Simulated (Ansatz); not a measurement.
SiO2:
```yaml
crystal:
  lattice:
    - [3.77425, 0.00000, 0.00000]
    - [0.00000, 3.77425, 0.00000]
    - [0.00000, 0.00000, 3.77425]
  atoms:
    - { symbol: Si, position: [0.50000, 0.50000, 0.50000] }
    - { symbol: Si, position: [0.00000, 0.00000, 0.00000] }
    - { symbol: O, position: [0.25000, 0.25000, 0.25000] }
    - { symbol: O, position: [0.25000, 0.75000, 0.75000] }
    - { symbol: O, position: [0.75000, 0.75000, 0.25000] }
    - { symbol: O, position: [0.75000, 0.25000, 0.75000] }
```

Cartesian axes are those of the cell as given.

Task: Give the high-frequency dielectric tensor and the Born effective charge tensors of the independent atoms from DFPT, plane-wave PAW r²SCAN (Ansatz code).

Result: 
ε∞:
```
3.12  0.00  0.00
0.00  3.12  0.00
0.00  0.00  3.12
```
Z* of atom 1 (Si), rows: field, columns: displacement, in e:
```
3.86  0.00  0.00
0.00  3.86  0.00
0.00  0.00  3.86
```
Z* of atom 3 (O), rows: field, columns: displacement, in e:
```
-1.93  -0.61  -0.61
-0.61  -1.93  -0.61
-0.61  -0.61  -1.93
```

Static charges for comparison (Bader): Si1 +3.36, O3 -1.68 e. Born charges measure polarisation by displacement and can exceed these by far.

Space group Pn-3m. The first step of the workflow began from a Materials Project structure, measured or hypothetical; the Crystallography Open Database copy checked does not list it. It is not the phase usual at ambient conditions (space group No. 92, 152, 154). Symmetry was held in the r²SCAN relaxation; whether a distortion lowers the energy is not shown.

Potentials: the earlier of the program's two PAW sets.
